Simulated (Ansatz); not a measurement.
Generalised stacking fault of MgO (rock salt) on the {100} plane. The cell below holds the perfect crystal with the plane normal along z; tilting its third vector by the shift puts one fault into each cell, between planes 2.10 Å apart, at fixed cell height.

```
MgO
1.0
    2.97521     0.00000     0.00000
    0.00000     2.97521     0.00000
    1.48760     1.48760     6.31136
O Mg
3 3
Direct
  0.00000   0.00000   0.83333
  0.33333   0.33333   0.16667
  0.66667   0.66667   0.50000
  0.50000   0.50000   0.83333
  0.83333   0.83333   0.16667
  0.16667   0.16667   0.50000
```

In-plane vectors a = (2.975, 0.000) Å, b = (0.000, 2.975) Å, area 8.85 Å². The shift is x·a + y·b, and the map repeats with period 1 in x and y. The shift is rigid: no atom relaxes. γ = [E(shift) − E(0)] / area.

All values below come from r2SCAN (plane waves to 500 eV, PAW, scalar-relativistic; Ansatz, an electronic-structure program). k mesh 10×10×10 (Γ-centred), Fermi-Dirac smearing 0.05 eV. E is the zero-smearing estimate. Points where atoms come too close for the PAW data are left out (x in tables, blank in figures). Faults lie only 6.3 Å apart, and holding the cell height and the atoms raises γ above its relaxed value. MgO was relaxed with its symmetry unable to fall. The PAW data are Ansatz's earlier set. γ is measured from zero shift.

The scan covers x from 0.000 to 0.833 in 6 points and y from 0.000 to 0.833 in 6 points.

Where does the grid have local minima besides zero shift?

No grid point is one.

Stepping between nearest grid points (4 neighbours each), what is the highest γ met on the easiest way from zero shift to the shift a?

3.48 J/m².

(The slope of γ gives the shear force per area between the displaced halves; near zero shift its curvature is an elastic stiffness.)
